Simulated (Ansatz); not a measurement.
Ta: energy along a strain

Ta, Im-3m, a = 3.303 Å (as given, not relaxed at this level: 0.5 GPa). Ansatz: r2SCAN, PAW, 500 eV, Γ-centred 20×20×20 mesh on 1 atom, Gaussian smearing 0.15 eV; no spin polarisation. Cell vectors (Å): -1.651 1.651 1.651; 1.651 -1.651 1.651; 1.651 1.651 -1.651. The cell is strained by x per cent times the pattern (0 0 0 0 0 1) in the order xx yy zz yz xz xy (engineering shears), with fractional coordinates held. y is the free energy over the start, V0 = 18.010 Å³/atom. Symmetry makes y even in x. Points with a strain past 8.5 % were computed too (2) and aren't used here.

```
x (%) y (meV/atom)
-5.00         11.01
 0.00          0.00
 1.25          0.72
 2.50             ?
 3.75          6.30
 6.25         16.87
 7.50         23.76
```

Q: Fit y = c2 x² + c4 x⁴ to the other rows, get the stiffness along the pattern, and predict the missing energy.

A: Least squares on the rows shown. y = 0.45495 x² − 0.00058081 x⁴. The clamped-ion stiffness p·C·p = 2 × 4.550 eV × 160.2 / 18.010 Å³ = 81 GPa, which is C66 in these axes (C44 of the cubic crystal) (second derivative at the start, which stands under stress). At x = 2.50 the fit asked for gives 2.82 meV/atom. The run gave 2.84 meV/atom, so the fit is 0.02 meV/atom too low, within twice the rms miss on the fitted rows (0.01 meV/atom).

Spin–orbit coupling is left out, which can shift energies with elements as heavy as these.